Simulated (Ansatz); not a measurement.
Input, command and steps of an Ansatz relaxation.

```yaml
crystal:
  lattice:
    - [-3.0261888788, 3.0261888788, 2.4416174514]
    - [3.0261888788, -3.0261888788, 2.4416174514]
    - [3.0261888788, 3.0261888788, -2.4416174514]
  atoms:
    - { symbol: Al, position: [0.6587211841, 0.1587211841, 0.8174423682] }
    - { symbol: Al, position: [0.1587211841, 0.3412788159, 0.5] }
    - { symbol: Al, position: [0.3412788159, 0.8412788159, 0.1825576318] }
    - { symbol: Al, position: [0.8412788159, 0.6587211841, 0.5] }
    - { symbol: Cu, position: [0.25, 0.25, 0.0] }
    - { symbol: Cu, position: [0.75, 0.75, 0.0] }
basis:
  ecutwfc: 420
kpoints:
  mp_grid: { grid: [10, 10, 10] }
hamiltonian:
  xc: pbe
  dispersion: d3bj
scf:
  occupations: { method: gaussian, width: 0.1 }
output:
  forces: true
  stress: true
  eigenvalues: true
relax:
  adjacent_minimum: "off"
  f_tol: 0.005
  max_steps: 50
  cell: { stress_tol: 0.05 }
```

```bash
ansatz run input.yaml --threads 1 --pin off --max-ram 2560MiB --backend cpu --events-out ev --progress --plain --runs-dir out
```

Computed with Ansatz, DFT PBE+D3(BJ), scalar-relativistic, plane waves, PAW.

Of 5 frames 5 are shown, positions in Å and forces in eV/Å; the SCF threshold varies from step to step. Steps run on the plane waves of an earlier cell, with a Pulay correction in the pressure. The basis is chosen afresh for the last frame, the zero of the energies, and at times for earlier ones too; energy and pressure step there, also at an unchanged geometry.

```xyz
6
Lattice="-3.0262 3.0262 2.4416 3.0262 -3.0262 2.4416 3.0262 3.0262 -2.4416" Properties=species:S:1:pos:R:3:forces:R:3 pbc="T T T" step=1 free_energy_over_end_meV_per_atom=9.41 pressure_GPa=-4.47
Al    0.9606    3.9868    0.0000   -0.0048   -0.0048    0.0000
Al    2.0655    0.9606    0.0000    0.0048   -0.0048    0.0000
Al    2.0655   -0.9606    2.4416    0.0048    0.0048    0.0000
Al    0.9606    2.0655    2.4416   -0.0048    0.0048    0.0000
Cu    0.0000    0.0000    1.2208    0.0000    0.0000    0.0000
Cu    0.0000    0.0000    3.6624    0.0000    0.0000    0.0000
6
Lattice="-2.9868 2.9868 2.4153 2.9868 -2.9868 2.4153 2.9868 2.9868 -2.4153" Properties=species:S:1:pos:R:3:forces:R:3 pbc="T T T" step=2 free_energy_over_end_meV_per_atom=0.38 pressure_GPa=-0.83
Al    0.9391    3.9259    0.0000    0.0635    0.0635    0.0000
Al    2.0477    0.9391    0.0000   -0.0635    0.0635    0.0000
Al    2.0477   -0.9391    2.4153   -0.0635   -0.0635    0.0000
Al    0.9391    2.0477    2.4153    0.0635   -0.0635    0.0000
Cu    0.0000    0.0000    1.2077    0.0000    0.0000    0.0000
Cu    0.0000    0.0000    3.6230    0.0000    0.0000    0.0000
6
Lattice="-2.9820 2.9820 2.4046 2.9820 -2.9820 2.4046 2.9820 2.9820 -2.4046" Properties=species:S:1:pos:R:3:forces:R:3 pbc="T T T" step=3 free_energy_over_end_meV_per_atom=-0.24 pressure_GPa=0.04
Al    0.9433    3.9253    0.0000    0.0018    0.0018    0.0000
Al    2.0387    0.9433    0.0000   -0.0018    0.0018    0.0000
Al    2.0387   -0.9433    2.4046   -0.0018   -0.0018    0.0000
Al    0.9433    2.0387    2.4046    0.0018   -0.0018    0.0000
Cu    0.0000    0.0000    1.2023    0.0000    0.0000    0.0000
Cu    0.0000    0.0000    3.6068    0.0000    0.0000    0.0000
6
Lattice="-2.9821 2.9821 2.4055 2.9821 -2.9821 2.4055 2.9821 2.9821 -2.4055" Properties=species:S:1:pos:R:3:forces:R:3 pbc="T T T" step=4 free_energy_over_end_meV_per_atom=-0.24 pressure_GPa=0.00
Al    0.9436    3.9257    0.0000    0.0004    0.0004    0.0000
Al    2.0385    0.9436    0.0000   -0.0004    0.0004    0.0000
Al    2.0385   -0.9436    2.4055   -0.0004   -0.0004    0.0000
Al    0.9436    2.0385    2.4055    0.0004   -0.0004    0.0000
Cu    0.0000    0.0000    1.2027    0.0000    0.0000    0.0000
Cu    0.0000    0.0000    3.6082    0.0000    0.0000    0.0000
6
Lattice="-2.9821 2.9821 2.4055 2.9821 -2.9821 2.4055 2.9821 2.9821 -2.4055" Properties=species:S:1:pos:R:3:forces:R:3 pbc="T T T" step=5 free_energy_over_end_meV_per_atom=0.00 pressure_GPa=-0.01
Al    0.9436    3.9257    0.0000    0.0003    0.0003    0.0000
Al    2.0385    0.9436    0.0000   -0.0003    0.0003    0.0000
Al    2.0385   -0.9436    2.4055   -0.0003   -0.0003    0.0000
Al    0.9436    2.0385    2.4055    0.0003   -0.0003    0.0000
Cu    0.0000    0.0000    1.2027    0.0000    0.0000    0.0000
Cu    0.0000    0.0000    3.6082    0.0000    0.0000    0.0000
```

It took 82 s on 1 thread of Arm Neoverse V2, with other jobs on the host, peak memory 0.51 GiB.